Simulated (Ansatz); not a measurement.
Bi:
```
Bi
1.0
    6.43491     0.00000     0.00000
    0.00000     4.49530     0.00000
    0.00000     0.00000     4.49526
Bi
4
Direct
  0.72462   0.25000   0.24963
  0.27538   0.75000   0.75037
  0.22462   0.25000   0.25037
  0.77538   0.75000   0.74963
```

Relaxed with LDA. Special points in fractions of this cell's reciprocal vectors: Γ (0.000, 0.000, 0.000); X (0.500, 0.000, 0.000); S (0.500, 0.500, 0.000); Y (0.000, 0.500, 0.000); Z (0.000, 0.000, 0.500); U (0.500, 0.000, 0.500); R (0.500, 0.500, 0.500); T (0.000, 0.500, 0.500).

### Question
List the band energies nearest the Fermi level at these points for DFT-LDA in the program Ansatz with PAW potentials.

### Answer
In eV from the Fermi level; about four levels below and three above (degenerate sets whole), none deeper than 8.9 eV; points with the same levels are listed once.

| k | below | above |
|---|---|---|
| Γ | -3.25 -3.25 -1.39 -1.38 -1.38 | 2.70 3.26 3.36 3.36 |
| X | -2.47 -2.47 -2.47 -2.47 -1.94 -1.94 | 2.19 2.19 3.47 3.47 |
| S | -0.17 -0.17 -0.17 -0.17 | 0.17 0.17 0.17 0.17 |
| Y | -1.08 -1.08 -0.96 -0.96 | 0.96 0.96 1.16 1.16 |
| U | -0.17 -0.17 -0.17 -0.17 | 0.17 0.17 0.18 0.18 |
| R | -4.46 -4.46 -4.46 -4.46 | 0.13 0.13 0.13 0.13 |
| T | -3.28 -3.28 -3.25 -3.25 | 2.36 2.36 5.14 5.14 |

Space group P4/nmm. The workflow started from a Materials Project entry (that database holds measured and hypothetical structures alike); the Crystallography Open Database copy checked does not list it. It is not the phase usual at ambient conditions (space group No. 166). Symmetry was held in the LDA relaxation. At this level the phase is dynamically unstable (imaginary phonons). Point labels and valley counts follow the cell and symmetry of the run, lower than the named group. Spin–orbit coupling is left out wherever it is not named.

Potentials: the earlier of the program's two PAW sets.
